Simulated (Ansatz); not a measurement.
BaTiO3 (tetragonal-perovskite type, space group P4mm)

```yaml
crystal:
  lattice:
    - [3.97230, 0.00000, 0.00000]
    - [0.00000, 3.97230, 0.00000]
    - [0.00000, 0.00000, 4.11282]
  atoms:
    - { symbol: Ti, position: [0.50000, 0.50000, 0.45232] }
    - { symbol: Ba, position: [0.00000, 0.00000, 0.93423] }
    - { symbol: O, position: [0.50000, 0.50000, 0.89517] }
    - { symbol: O, position: [0.50000, 0.00000, 0.41214] }
    - { symbol: O, position: [0.00000, 0.50000, 0.41214] }
```

Scan: atom 3 (O, nearest neighbour Ti at 1.821 Å; its periodic images, 4.0 Å or more away, move with it) is displaced along Cartesian [111], direction (0.577, 0.577, 0.577) in Cartesian axes, by s. The other atoms stay.

These are r2SCAN (plane waves to 500 eV, PAW, scalar-relativistic; Ansatz, a program for electronic structure) values and carry that method's errors. k mesh 7×7×7 (Γ-centred), Fermi-Dirac smearing 0.05 eV. Energies are smeared free energies. Left out: 2 of 11 points, with atoms too close for the PAW data. BaTiO3 is run without spin polarisation. BaTiO3 was relaxed with its symmetry unable to fall. ΔE is measured from the undisplaced structure.

| s (Å) | ΔE (meV/cell) |
|---|---|
| -0.216 | 229 |
| -0.144 | 99 |
| -0.072 | 24 |
| 0.000 | 0 |
| 0.072 | 22 |
| 0.144 | 86 |
| 0.216 | 186 |
| 0.288 | 320 |
| 0.360 | 487 |

**Question.** What force constant k = d²E/ds² at s = 0 does the table give?

**Answer.** 8.9 eV/Å². It is the second difference of the nearest points, corrected with the next pair.

**Question.** With k = 8.89 eV/Å² from the forces, is the well harmonic out to s = 0.360 Å?

**Answer.** ½ks² = 576 meV/cell against the computed 487 meV/cell, so the well is softer than harmonic there.

(A displaced cell: forces are minus the slopes of the energy, force constants its curvatures, and phonons follow from these.)
